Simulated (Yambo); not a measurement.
G0W0@LDA for Cs$_{3}$YF$_{6}$ (space group Fm-3m, No. 225) in Yambo (2×2×2 mesh, 7 Ry block, plasmon pole, screening fixed), without a terminator:

```json
[
 {"bands N in G": "130", "gap X → Γ (eV)": "8.870", "shift of the valence edge (eV)": "-1.569"},
 {"bands N in G": "225", "gap X → Γ (eV)": "8.934", "shift of the valence edge (eV)": "-1.831"},
 {"bands N in G": "349", "gap X → Γ (eV)": "9.009", "shift of the valence edge (eV)": "-1.976"}
]
```

Question: Extrapolate both columns to infinite N with E(N) = E∞ + A/N, test the form, and compare with the terminator.

Answer: From two points, E∞ = (N2 E2 − N1 E1)/(N2 − N1). The two largest N give 9.15 eV for the gap and -2.24 eV for the shift; the two smallest give 9.02 eV and -2.19 eV. For the gap the slopes A are -20 and -47 eV: the form isn't reached, and its limit is uncertain. For the shift the slopes A are 81 and 92 eV: the 1/N form holds. With the Bruneval-Gonze terminator and 349 bands the run gives 9.14 eV and -2.18 eV, 0.01 eV and 0.06 eV from the extrapolated values: the terminator too is an estimate of the remainder. Block, mesh and the bands in W are held fixed.

Geometry of the Materials Project entry, not relaxed at this level; primitive cell a = b = c = 7.008 Å, α = β = γ = 60.00°.

The structure is a Materials Project entry; no match was found in the copy of COD used, and its stability was not checked.

A shift is the quasiparticle energy of the state minus its LDA energy.
